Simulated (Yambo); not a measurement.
Convergence of the G0W0 gap of RbBH4

G0W0@PBEsol for RbBH$_{4}$ (space group F-43m, No. 216) in Yambo. Reference settings: 4×4×4 Γ-centred k mesh, 162 bands and a 6 Ry block in the screening, 162 bands in G with the Bruneval-Gonze terminator, plasmon pole fitted at 27.2 eV. The PBEsol gap Γ → X on this mesh is 5.90 eV; G0W0 gaps are taken between the same points.

```
change from the reference       G0W0 gap Γ → X (eV)  shift of the valence edge (eV)        rough Yambo cost
------------------------------  -------------------  ------------------------------  ----------------------
reference settings                             8.94                           -2.03                       1
102 bands in W, 102 bands in G                 8.93                           -1.93  within a factor of two
74 bands in W                                  8.94                           -1.89               about 1/2
2 Ry block                                     8.65                           -1.80  within a factor of two
3 Ry block                                     8.73                           -1.86  within a factor of two
no random integration                          8.83                           -1.83                       –
54 bands in G, no terminator                   8.76                           -1.40                       –
102 bands in G, no terminator                  8.83                           -1.75                       –
no terminator                                  8.88                           -1.90                       –
```

The reference isn't shown to be the converged limit. Costs are rough (shared machines), scaled to the same edge states, and given only for runs that recompute the screening.

Geometry of the Materials Project entry, not relaxed at this level; primitive cell a = b = c = 4.884 Å, α = β = γ = 60.00°.

The structure is a Materials Project entry; no match was found in the copy of COD used, and its stability was not checked.

A shift is the quasiparticle energy of the state minus its PBEsol energy.
